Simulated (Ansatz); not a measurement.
Relaxed-ion elastic tensor of SnSe (zinc blende, space group No. 216) in GPa (Voigt order), PBEsol (plane waves, PAW; program Ansatz); density 4.44 g/cm³, 37.01 Å³ per atom.

|  | 1 | 2 | 3 | 4 | 5 | 6 |
|---|---|---|---|---|---|---|
| 1 | 29.3 | 32.8 | 32.8 | 0.0 | 0.0 | 0.0 |
| 2 | 32.8 | 29.3 | 32.8 | 0.0 | 0.0 | 0.0 |
| 3 | 32.8 | 32.8 | 29.3 | 0.0 | 0.0 | 0.0 |
| 4 | 0.0 | 0.0 | 0.0 | -13.2 | 0.0 | 0.0 |
| 5 | 0.0 | 0.0 | 0.0 | 0.0 | -13.2 | 0.0 |
| 6 | 0.0 | 0.0 | 0.0 | 0.0 | 0.0 | -13.2 |

### Question
Is the crystal mechanically stable?

### Answer
No: the smallest eigenvalue of C is -13.2 GPa.

Space group F-43m (zinc blende). The start of the workflow was typed in or built on a structure type; neither database checked (COD, Materials Project) lists it. It is not the phase usual at ambient conditions (space group No. 62). The PBEsol relaxation kept the symmetry of its start. At this level the phase is mechanically unstable. As this level gives no gap, shear constants depend on the k-mesh and smearing (Fermi–Dirac, 0.1 eV here). Scalar-relativistic: spin–orbit coupling is off unless named, which matters more the heavier the elements.

Potentials: the later of the program's two PAW sets.
